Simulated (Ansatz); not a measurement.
## NbAs: gradients before and after relaxing the atoms

Start: an entry of the Crystallography Open Database (COD), atoms as given.

```
Nb As
1.0
    -1.72585    1.72585    5.84000
     1.72585   -1.72585    5.84000
     1.72585    1.72585   -5.84000
Nb As
2 2
Cartesian
  0.0000 0.0000 8.7600
  0.0000 1.7259 0.0000
  0.0000 0.0000 1.9389
  0.0000 1.7259 4.8589
```

Atom numbers follow the list; atoms alike are taken as one site, whose name carries the number of the first.

Level of theory: DFT, PBE, plane waves and PAW, scalar-relativistic, collinear spin, 420 eV cutoff, Γ-centred 13×13×13 k-points, Fermi–Dirac smearing 0.05 eV (Ansatz 0.2.0). Start moments as typed (μB): 2 on each Nb, none on the rest.

The largest force at the start is 0.30 eV/Å. Relaxing the ions at fixed cell moves them by 0.013 Å at most (atom 1, Nb) and 0.013 Å rms. End positions:

```
CELL_PARAMETERS angstrom
-1.72585 1.72585 5.84000
1.72585 -1.72585 5.84000
1.72585 1.72585 -5.84000
ATOMIC_POSITIONS crystal
Nb 0.74887 0.74887 0.00000
Nb 0.49887 0.99887 0.50000
As 0.16713 0.16713 0.00000
As 0.91713 0.41713 0.50000
```

```csv
site,atom,moved (Å),first shell before,first shell after,V_zz before (10²¹ V/m²),η before
Nb,1,0.013,6 As at 2.60–2.63 Å,6 As at 2.62 Å,1.97,0.49
As,3,0.013,6 Nb at 2.60–2.63 Å,6 Nb at 2.62 Å,2.40,0.64
```

(1) How do the gradients change?

Results:

(1) 

```csv
site,atom,V_zz after,η after,change of V_zz
Nb,1,1.84,0.85,-0.13
As,3,2.89,0.33,+0.49
```

The largest change of V_zz is on As, from 2.40 to 2.89. In per cent, |V_zz| changes by +21 on As (all sites that start above 2). Where |V_zz| stays above 0.1, η moves most on Nb, from 0.49 to 0.85.

With no gap above 0.1 eV, as in a metal, the gradients converge slowly in k; expect changes of a tenth or more on a denser mesh. Without spin–orbit coupling (the program notes it for Nb) the gradients can shift somewhat, as the gap is small. Semilocal functionals make gaps too small and can close them, so the real compound need not be a metal. The start moments die out, and the run ends without spin.
